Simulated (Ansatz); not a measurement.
Input file for Ansatz (an electronic-structure program):

Ansatz 0.2 input:
```yaml
crystal:
  lattice:
    - [5.2856552982, 0.0, 0.0]
    - [0.0, 5.2856552982, 0.0]
    - [0.0, 0.0, 3.0997895818]
  atoms:
    - { symbol: Al, position: [0.3232127463, 0.6767872537, 0.0] }
    - { symbol: Al, position: [0.6767872537, 0.3232127463, 0.0] }
    - { symbol: Al, position: [0.8232127463, 0.8232127463, 0.5] }
    - { symbol: Al, position: [0.1767872537, 0.1767872537, 0.5] }
    - { symbol: N, position: [0.3151406754, 0.3151406754, 0.0] }
    - { symbol: N, position: [0.6848593246, 0.6848593246, 0.0] }
    - { symbol: N, position: [0.1848593246, 0.8151406754, 0.5] }
    - { symbol: N, position: [0.8151406754, 0.1848593246, 0.5] }
kpoints:
  mp_grid: { grid: [5, 5, 9] }
hamiltonian:
  xc: r2scan
  pseudopotentials: { kind: paw }
scf:
  occupations: { method: fixed }
checkpoint: { read: static.run }
output: { bader: true, populations: true }
```

Output (shortened):

```
Pseudopotentials: kind: paw
Pseudopotential: Al, paw, valence charge 3
Pseudopotential: N, paw, valence charge 5
Functional definition: r2SCAN
Crystal: 8 atoms, lattice volume = 86.602 Å³
Basis set: ecut = 500 eV, 2223 PW (Γ), exchange–correlation on 160×160×96 points (64 copies of the dense FFT grid, shifted against one another)
Bands: 24, of which v1, the nominal top of the filled ones, is band 16 counted from 1 (15 counted from 0)
Symmetry: 16 space group operations
Space group: P42/mnm (ITA 136), of the structure as read, at distance tolerance 4.4e-5 Å
k-points: 30 of 225
PAW frozen core: Al, regenerated for the run's functional
PAW frozen core: N, regenerated for the run's functional
Initial density: read from a saved state, or passed on in memory by an earlier SCF of this step, an earlier step, the calling program or the single point that …
Stability of the state it starts from, as read at its close in the unpolarized treatment …
Initial wavefunctions: pseudopotential atomic-orbital guess
Eigensolver: davidson
Functional: x = r2scan, c = r2scan; τ floored in thin density (d = 2e-4 eV/Å³)
iter 1 solved again at ethr=2.75e-8 eV; its pass at ethr=3.10e-3 eV (dr2=8.81e-6 eV) is discarded
SCF iter   1: F=—  HF=-3713.684877 eV  |F-HF|=—  |Δ(HF+E_count)|=         —  Δρ=1.74e-7  dr2=2.37e-11  dr2_τ=1.10e-12  ethr=2.75e-8  ⟨swp⟩=3.0  Hψ=5101  notcnv=0  defer=179
all-band conjugate gradients solve this SCF's bands
preconditioner: auto → none
SCF iter   2: F=-3713.684877 eV  HF=-3713.684877 eV  |F-HF|=9.09e-13  |Δ(HF+E_count)|=   3.27e-9  Δρ=1.08e-7  dr2=4.56e-12  dr2_τ=1.44e-12  ethr=1.00e-12  ⟨swp⟩=10.1  Hψ=3855  notcnv=0
SCF 1 converged in 2 iterations: F = -3713.684877 eV  dr2 = 4.56e-12
SCF converged after 2 iterations
Free energy (F): -3713.684877 eV
Harris-Foulkes:  -3713.684877 eV  (|F-HF|=9.09e-13)
Internal energy: -3713.684877 eV  (E = F + TS)
E sigma→0 (E₀):  -3713.684877 eV
Fermi energy:    6.436063 eV
--- Per-component energies (eV) ---
  E_band       = 30.631322
  E_kinetic    = 642.402725
  E_local      = -954.345188  (includes V_loc(G=0)·N_el)
  E_nonlocal   = 217.065601
  E_hartree    = 335.302544
  E_xc         = -395.286476
  E_vxc        = -476.669330  (∫ρ·V_xc dr)
  E_paw        = -2409.907504  (= ΣΔE_a)
  E_vpaw       = -94.158486  (= ΣTr[D̂ρ^β])
  E_aug_tail   = 0.000072  (compensation charges beyond the density's cutoff)
  E_vtau       = 25.730797  (kinetic-family band-sum trace: ∫τ·v_τ [+ j·A + Jᵃ·Aᵃ] dr)
  E_ewald      = -1148.557960
  E_core_change = -0.358691  (= ΣΔE_core)
  E_smearing   =  0.000000  (= −TS)
  E_closure    = 0.000000  (closes the sum)
  Σ components = -3713.684877   (vs F -3713.684877, Δ=0.00e0)
  [band-id]    e_kinetic+e_local+e_nonlocal+2·e_hartree+e_vxc+e_vpaw+e_augmentation_tail+e_vtau = 30.631280   (vs E_band 30.631322, Δ=-4.27e-5)
--- Band table (eV; the first three rows and the last of 30) ---
  k-point 0: bands = ["-9.4785", "-7.4882", "-7.4882", "-7.2133", "0.3635", "1.4726", "2.6419", "2.6419", "3.6344", "4.3397", "5.5773", "5.5773", "5.9234", "6.3257", "6.3257", "6.4361", "10.9286", "13.2784", "13.6441", "14.3581", "14.3581", "16.3668", "17.9634", "18.6366"]
  k-point 1: bands = ["-9.3638", "-7.4166", "-7.4166", "-7.1954", "0.4779", "1.6169", "2.7509", "2.7509", "3.5815", "3.8697", "5.1282", "5.1282", "5.3825", "6.2759", "6.2759", "6.3402", "11.3927", "13.4889", "13.9382", "14.8992", "14.8992", "16.2711", "17.9106", "18.0902"]
  k-point 2: bands = ["-9.0360", "-7.2258", "-7.2258", "-7.1771", "0.7837", "2.0411", "2.9434", "3.0169", "3.0169", "3.2901", "4.2137", "4.2137", "4.3801", "6.0123", "6.0864", "6.0864", "12.2166", "13.2863", "15.1159", "15.9897", "16.0653", "16.0653", "16.2033", "17.1489"]
  k-point 29: bands = ["-7.6512", "-7.5949", "-6.9356", "-6.9322", "0.6394", "0.7725", "1.3463", "1.4473", "3.5790", "3.9863", "4.7767", "5.0864", "5.2077", "5.2212", "5.4234", "5.4561", "12.3091", "12.6081", "13.1003", "13.4061", "15.3297", "15.6126", "17.0073", "17.7109"]
  band table: 24 of 24 bands, residual norms ≤ 1.0e-3 eV
--- Löwdin populations: 8 sites ---
  site symbol       q [e]
     0     Al      1.8293
     1     Al      1.8293
     2     Al      1.8293
     3     Al      1.8293
     4      N      6.0964
     5      N      6.0964
     6      N      6.0964
     7      N      6.0964
  spilling = 0.009280 (of n_electrons = 32.000000)
--- Bader charges: 8 sites ---
  site symbol  charge [e]  shift [e]
     0     Al      2.4895     0.0015
     1     Al      2.4895     0.0015
     2     Al      2.4895     0.0015
     3     Al      2.4895     0.0015
     4      N     -2.4895     0.0015
     5      N     -2.4895     0.0015
     6      N     -2.4895     0.0015
     7      N     -2.4895     0.0015
  shift: an alarm, by how much a part of what the PAW files miss would move the charge. Where it is large, compare
  with a run on PAW files of another source; a small one proves nothing
  estimated error of the sums over rays = 4.7e-4 e
```

Cost: around 110 core-seconds (rough) on shared cores.

Space group P4_2/mnm. The start of the workflow was typed in or built on a structure type; neither database checked (COD, Materials Project) lists it. It is not the phase usual at ambient conditions (space group No. 186, 216). The cell was relaxed with r²SCAN under the symmetry of its start; whether a distortion lowers the energy is not shown.

Potentials: the later of the program's two PAW sets.

Ansatz is a plane-wave DFT program.
